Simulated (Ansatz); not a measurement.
CaTiO3 in space group Cmcm (No. 63; Pearson symbol oS40), plane-wave PAW PBEsol (Ansatz code), all energies at zero smearing, with the estimated change up to a 700 eV cutoff added, with one set of potentials and settings (totals compare only within such a set). Cell of 20 atoms (4 Ca, 4 Ti, 12 O): -23834.823 eV.

| element | reference phase | E (eV/atom) |
|---|---|---|
| Ca | Fm-3m, 1 atoms in the cell | -1793.7315 |
| Ti | P6/mmm, 3 atoms in the cell | -2473.9117 |
| O | C2/m, 4 atoms in the cell, spin-polarised | -558.3554 |

Formation energy per atom, worked out: (-23834.823 − 4×(-1793.7315) − 4×(-2473.9117) − 12×(-558.3554))/20 = -3.199 eV/atom (-309 kJ per mol of atoms), at 0 K, without zero-point energy or fitted corrections.

The workflow started from a Materials Project entry (that database holds measured and hypothetical structures alike); the Crystallography Open Database copy checked does not list it. COD files the formula under space group No. 11, 62, 65, 140, 221. Whether it is the stable phase at ambient conditions was not checked. The PBEsol relaxation kept the symmetry of its start. At this level the phase is dynamically unstable (imaginary phonons). No spin polarisation was allowed. The references are the lowest solids computed at this level, not always the standard phases (solids in place of the gases).

Potentials: the later of the program's two PAW sets.
